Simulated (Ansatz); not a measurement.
Relaxed-ion elastic tensor of Na (hcp (Mg type), P6_3/mmc) in GPa (Voigt order), the program Ansatz at the r²SCAN level (PAW); density 1.01 g/cm³, 37.76 Å³ per atom.

```json
[
 {"": "1", "1": "11.3", "2": "7.7", "3": "3.7", "4": "0.0", "5": "0.0", "6": "0.0"},
 {"": "2", "1": "7.7", "2": "11.3", "3": "3.7", "4": "0.0", "5": "0.0", "6": "0.0"},
 {"": "3", "1": "3.7", "2": "3.7", "3": "15.9", "4": "0.0", "5": "0.0", "6": "0.0"},
 {"": "4", "1": "0.0", "2": "0.0", "3": "0.0", "4": "2.7", "5": "0.0", "6": "0.0"},
 {"": "5", "1": "0.0", "2": "0.0", "3": "0.0", "4": "0.0", "5": "2.7", "6": "0.0"},
 {"": "6", "1": "0.0", "2": "0.0", "3": "0.0", "4": "0.0", "5": "0.0", "6": "1.8"}
]
```

Q: Is the crystal mechanically stable?

A: Yes: the smallest eigenvalue of C is 1.8 GPa.

Q: Work out the Voigt, Reuss and Hill averages.

A: K_V = 7.6, K_R = 7.6, K_H = 7.6; G_V = 3.0, G_R = 2.5, G_H = 2.8 GPa.

Q: Give Young's modulus, Poisson's ratio, Pugh's ratio and the universal anisotropy index.

A: E = 9KG/(3K + G) = 7.4 GPa; ν = 0.34; K/G = 2.76 (ductile by the Pugh limit of 1.75); A_U = 5G_V/G_R + K_V/K_R − 6 = 1.05.

Q: Estimate the sound speeds and the Debye temperature.

A: v_l = √((K + 4G/3)/ρ) = 3350 m/s, v_t = √(G/ρ) = 1650 m/s, mean 1860 m/s; Θ = (h/k)(3n/4πV)^(1/3) v_m = 165 K.

Q: How much does each axis shrink under pressure?

A: Linear compressibilities β_i = Σ_j S_ij (j = 1 to 3): x 44, y 44, z 42 per TPa.

The first step of the workflow began from a Materials Project structure, measured or hypothetical; the Crystallography Open Database files this formula in space group No. 194, but the cells were not matched. It is not the phase usual at ambient conditions (space group No. 229). The cell keeps a stress of up to 0.2 GPa. The r²SCAN relaxation kept the symmetry of its start; its stability against distortions is not shown here. As this level gives no gap, shear constants depend on the k-mesh and smearing (Fermi–Dirac, 0.1 eV here).

Potentials: the earlier of the program's two PAW sets.
